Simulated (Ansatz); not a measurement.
Below is a relaxed structure of VCrC2. It was relaxed at this level from a Materials Project cell.

Method: DFT PBE, scalar-relativistic, plane waves, PAW (Ansatz 0.2.0). Cutoff 420 eV, Γ-centred mesh, Gaussian smearing, collinear spin.

```
V Cr C
1.0
     1.46666    0.84678    4.70594
    -1.46666    0.84678    4.70594
     0.00000   -1.69355    4.70594
V Cr C
1 1 2
Direct
  0.00000 0.00000 0.00000
  0.50000 0.50000 0.50000
  0.75134 0.75134 0.75134
  0.24866 0.24866 0.24866
```

Formation energies are uncorrected and refer to the elements' standard structures at the same level.

Task: Find its symmetry and describe it.

Result: R-3m (No. 166), with V and Cr ordered on rock salt sites. Conventional cell: a = 2.933 Å, c = 14.118 Å. V is surrounded by 6 C at 2.07 Å and 6 Cr at 2.90 Å; Cr is surrounded by 6 C at 2.05 Å and 6 V at 2.90 Å; C has 3 Cr at 2.05 Å and 3 V at 2.07 Å.

Task: What is its formation energy per atom?

Result: −0.12 eV/atom. It lies below the elements, which doesn't yet make it stable against other compounds or structures.

Task: Is it a metal?

Result: Yes, bands cross the Fermi level on the 18×18×18 mesh.

Task: Which magnetic moments does it keep?

Result: 0.27 μB per atom net, the space between the atoms included; by site: Cr 1.1 μB.

The last run used collinear spin, an 18×18×18 mesh for its 4-atom cell and Gaussian smearing of 0.10 eV. The reference form of C is held partly by dispersion forces, which this level lacks. The magnetic state reached may not be the lowest. Symmetry constrained the relaxation, so the result can be a saddle point.
